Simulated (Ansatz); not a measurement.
Relaxed Ca (fcc, Cu type):

```
Ca
1.0
    5.56846     0.00000     0.00000
    0.00000     5.56846     0.00000
    0.00000     0.00000     5.56846
Ca
4
Direct
  0.00000   0.00000   0.00000
  0.50000   0.50000   0.00000
  0.50000   0.00000   0.50000
  0.00000   0.50000   0.50000
```

Two-dimensional scan of atom 2 (Ca, nearest neighbour Ca at 3.937 Å; its periodic images, 5.6 Å or more away, move with it): u runs along (0.707, 0.707, 0.000), v along (0.000, 0.000, 1.000) (Cartesian). Cell and other atoms are fixed.

Computed with r2SCAN (plane waves to 500 eV, PAW, scalar-relativistic; Ansatz, a quantum-chemistry and plane-wave program). k mesh 7×7×7 (Γ-centred), Fermi-Dirac smearing 0.05 eV. E stands for the smeared free energy. Points where atoms come too close for the PAW data are left out (x in tables, blank in figures). With partly filled bands, energies and forces of such displacements shift with the k mesh and the smearing. Ca was relaxed with its symmetry unable to fall. The zero of ΔE is the undisplaced structure. Axes are in Å.

Problem. Estimate the ΔE (meV/cell) for all points of the grid u = -1.300, -0.650, 0.000, 0.650, 1.300 by v = -1.300, -0.650, 0.000, 0.650, 1.300.

Solution. ΔE (meV/cell), with u across and v down:

| v \ u | -1.300 | -0.650 | 0.000 | 0.650 | 1.300 |
|---|---|---|---|---|---|
| -1.300 | x | 2564 | 1921 | 2564 | x |
| -0.650 | 2658 | 1048 | 498 | 1048 | 2658 |
| 0.000 | x | 511 | 0 | 511 | x |
| 0.650 | 2658 | 1048 | 498 | 1048 | 2658 |
| 1.300 | x | 2564 | 1921 | 2564 | x |

(A displaced cell: forces are minus the slopes of the energy, force constants its curvatures, and phonons follow from these.)
